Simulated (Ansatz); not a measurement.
Start of a relaxation of Ga3AsP2:

```cif
data_structure
_symmetry_space_group_name_H-M 'P3m1'
_symmetry_Int_Tables_number 156
_cell_length_a 3.8343
_cell_length_b 3.8343
_cell_length_c 9.3922
_cell_angle_alpha 90.000
_cell_angle_beta 90.000
_cell_angle_gamma 120.000
_cell_volume 119.58
loop_
_atom_site_label
_atom_site_type_symbol
_atom_site_symmetry_multiplicity
_atom_site_Wyckoff_symbol
_atom_site_fract_x
_atom_site_fract_y
_atom_site_fract_z
_atom_site_occupancy
Ga1 Ga 1 b 0.33333 0.66667 0.00000 1
Ga2 Ga 1 c 0.66667 0.33333 0.66667 1
Ga3 Ga 1 a 0.00000 0.00000 0.33333 1
P1 P 1 b 0.33333 0.66667 0.75000 1
P2 P 1 c 0.66667 0.33333 0.41667 1
As1 As 1 a 0.00000 0.00000 0.08333 1
```

All numbers below come from Ansatz, DFT PBE, scalar-relativistic, plane waves, PAW. Cutoff 420 eV, Gaussian smearing, Γ-centred meshes. Cell and atoms relax first on a coarse mesh and then on a converged one. In between, the cell is made exact in the group found at 0.06 Å. The steps can't lower the symmetry of their start. No spin polarisation.

A guess keeps its type if space group and coordination stay and the shape of the cell changes little (axis ratios within about 15 %, angles within 6°); the volume may change.

Question: Does it keep its structure type, or change into something else?

Answer: It keeps its type. The symmetry stays P3m1 (No. 156). The volume per atom grows by 9.3 %, from 19.9 to 21.8 Å³. The shortest distance goes from 2.35 Å (Ga–As and Ga–P) to 2.38 Å (Ga–P). The ratio c/a of the conventional cell changes by a factor of 1.00. Counting neighbours within 15 % of an atom's shortest distance, the start has As 4, Ga 4, P 4 and the end As 4, Ga 4, P 4.

The last run used a 12×12×4 mesh (in the run's order of axes) for its 6-atom cell and Gaussian smearing of 0.02 eV. Symmetry constrained the relaxation, so the result can be a saddle point.
